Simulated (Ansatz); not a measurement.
Nb$_{5}$Si$_{3}$B:
```
CELL_PARAMETERS angstrom
      7.63919     0.00000     0.00000
     -3.81959     6.61573     0.00000
      0.00000     0.00000     5.26137
ATOMIC_POSITIONS crystal
  Nb 0.33333 0.66667 0.00000
  Nb 0.66667 0.33333 0.00000
  Nb 0.66667 0.33333 0.50000
  Nb 0.33333 0.66667 0.50000
  Nb 0.75262 0.00000 0.75000
  Nb 0.24738 0.00000 0.25000
  Nb 0.75262 0.75262 0.25000
  Nb 0.24738 0.24738 0.75000
  Nb 0.00000 0.75262 0.75000
  Nb 0.00000 0.24738 0.25000
  Si 0.40207 0.00000 0.75000
  Si 0.59793 0.00000 0.25000
  Si 0.40207 0.40207 0.25000
  Si 0.59793 0.59793 0.75000
  Si 0.00000 0.40207 0.75000
  Si 0.00000 0.59793 0.25000
  B  0.00000 0.00000 0.00000
  B  0.00000 0.00000 0.50000
```

Relaxed with r²SCAN. Special points in fractions of this cell's reciprocal vectors: Γ (0.000, 0.000, 0.000); M (0.500, 0.000, 0.000); K (0.333, 0.333, 0.000); A (0.000, 0.000, 0.500); L (0.500, 0.000, 0.500); H (0.333, 0.333, 0.500).

**Question.** List the band energies nearest the Fermi level at these points for plane-wave PAW r²SCAN (Ansatz code).

**Answer.** In eV from the Fermi level; about four levels below and three above (degenerate sets whole), none deeper than 8.9 eV; points with the same levels are listed once.

```tsv
k	below	above
Γ	-1.48 -0.96 -0.27 -0.27	0.52 1.28 1.28
M	-1.56 -0.77 -0.73 -0.60	0.08 0.21 0.45
K	-0.82 -0.82 -0.71 -0.71 -0.27	0.01 0.01 0.97
A	-1.59 -1.59 -0.68 -0.68	0.50 0.50 0.50 0.50
L	-0.29 -0.29 -0.12 -0.12	0.14 0.14 0.43 0.43
H	-1.37 -1.37 -0.06 -0.06	0.22 0.22 0.22 0.22
```

Space group P6_3/mcm. The first step of the workflow began from a Materials Project structure, measured or hypothetical; the Crystallography Open Database copy checked does not list it. Whether it is the stable phase at ambient conditions was not checked. The cell was relaxed with r²SCAN under the symmetry of its start; its stability against distortions is not shown here. The run is not spin-polarised. Spin–orbit coupling is left out wherever it is not named.

Potentials: the later of the program's two PAW sets.
